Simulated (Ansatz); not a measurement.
# CuAu$_{3}$ squeezed and stretched

A database entry relaxed whole under r2SCAN (Pm-3m):

```xyz
4
Lattice="4.0116 0.0000 0.0000 0.0000 4.0116 0.0000 0.0000 0.0000 4.0116" Properties=species:S:1:pos:R:3 pbc="T T T"
Cu    0.0000    0.0000    0.0000
Au    0.0000    2.0058    2.0058
Au    2.0058    0.0000    2.0058
Au    2.0058    2.0058    0.0000
```

The cell was scaled uniformly, its shape held, and the atoms relaxed at each volume with plane-wave PAW DFT (Ansatz 0.2.0; r2SCAN, 500 eV, 8×8×8 Γ-centred mesh, fermi-dirac occupations of width 0.100 eV; no spin, no spin-orbit coupling). One row is withheld.

```json
{"volume (Å³/atom)": "15.171", "energy over the lowest (meV/atom)": "32.3", "pressure (GPa)": "11.43"}
{"volume (Å³/atom)": "15.494", "energy over the lowest (meV/atom)": "13.7", "pressure (GPa)": "7.11"}
{"volume (Å³/atom)": "15.817", "energy over the lowest (meV/atom)": "?", "pressure (GPa)": "?"}
{"volume (Å³/atom)": "16.140", "energy over the lowest (meV/atom)": "0.0", "pressure (GPa)": "0.01"}
{"volume (Å³/atom)": "16.462", "energy over the lowest (meV/atom)": "2.9", "pressure (GPa)": "-2.89"}
{"volume (Å³/atom)": "16.785", "energy over the lowest (meV/atom)": "11.3", "pressure (GPa)": "-5.43"}
{"volume (Å³/atom)": "17.108", "energy over the lowest (meV/atom)": "24.5", "pressure (GPa)": "-7.64"}
```

Problem. Fit the pressures of the other rows to the third-order Birch-Murnaghan form.

Solution. With f = [(V₀/V)^(2/3) − 1]/2 and P = 3B₀f(1 + 2f)^(5/2)[1 + 3(B₀′ − 4)f/2], least squares gives V₀ = 16.14 Å³ an atom, B₀ = 155 GPa and B₀′ = 5.6; the rows miss the fit by less than 0.01 GPa. The slope of the energies differs from these pressures by less than 0.05 GPa.

Problem. What does the withheld row hold?

Solution. The fit gives 3.33 GPa at 15.817 Å³; the run gave 3.32 GPa and 3.3 meV an atom.

Caveats: the shape of the cell was held; 0 K, fixed nuclei; the symmetry was kept, and this need not be the phase that is stable at 0 K; one mesh for all volumes; pressure is positive in compression.
